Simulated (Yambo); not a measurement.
G0W0@LDA for Cs₂LiAlF₆ (space group P-3m1, No. 164) in Yambo. Reference settings: 3×3×2 Γ-centred k mesh, bands 2 to 191 and a 6 Ry block in the screening, 191 bands in G with the Bruneval-Gonze terminator, plasmon pole fitted at 27.2 eV. The LDA gap Γ → Γ on this mesh is 6.56 eV; G0W0 gaps are taken between the same points.

Gap (Γ → Γ) in eV against the number of bands and the screening block, terminator on:

```json
[
 {"bands (W and G)": "55", "2 Ry": "12.761", "3 Ry": "12.400", "4 Ry": "12.147", "5 Ry": "11.982", "6 Ry": "11.924"},
 {"bands (W and G)": "79", "2 Ry": "12.025", "3 Ry": "11.678", "4 Ry": "11.433", "5 Ry": "11.282", "6 Ry": "11.232"},
 {"bands (W and G)": "111", "2 Ry": "11.670", "3 Ry": "11.334", "4 Ry": "11.098", "5 Ry": "10.962", "6 Ry": "10.920"},
 {"bands (W and G)": "151", "2 Ry": "11.509", "3 Ry": "11.169", "4 Ry": "10.939", "5 Ry": "10.811", "6 Ry": "10.774"},
 {"bands (W and G)": "191", "2 Ry": "11.441", "3 Ry": "11.095", "4 Ry": "10.870", "5 Ry": "10.752", "6 Ry": "10.719"}
]
```

Rough cost of the Yambo step against the reference (shared machines):

| bands (W and G) | 2 Ry | 3 Ry | 4 Ry | 5 Ry | 6 Ry |
|---|---|---|---|---|---|
| 55 | 1/5 | 1/5 | 1/5 | 1/5 | 1/4 |
| 79 | 1/3 | 1/3 | 1/3 | 1/3 | 1/3 |
| 111 | 1/2 | 1/3 | 1/3 | 1/2 | ~1 |
| 151 | ~1 | ~1 | ~1 | ~1 | ~1 |
| 191 | ~1 | ~1 | ~1 | ~1 | 1 |

At the largest block the last step in bands moves the gap by -0.055 eV; at the most bands the last step in the block moves it by -0.033 eV.

Geometry of the Materials Project entry, not relaxed at this level; primitive cell a = 6.2979 Å, b = 6.2979 Å, c = 5.1033 Å, α = 90.00°, β = 90.00°, γ = 120.00°.

The structure is a Materials Project entry; no match was found in the copy of COD used, and its stability was not checked.
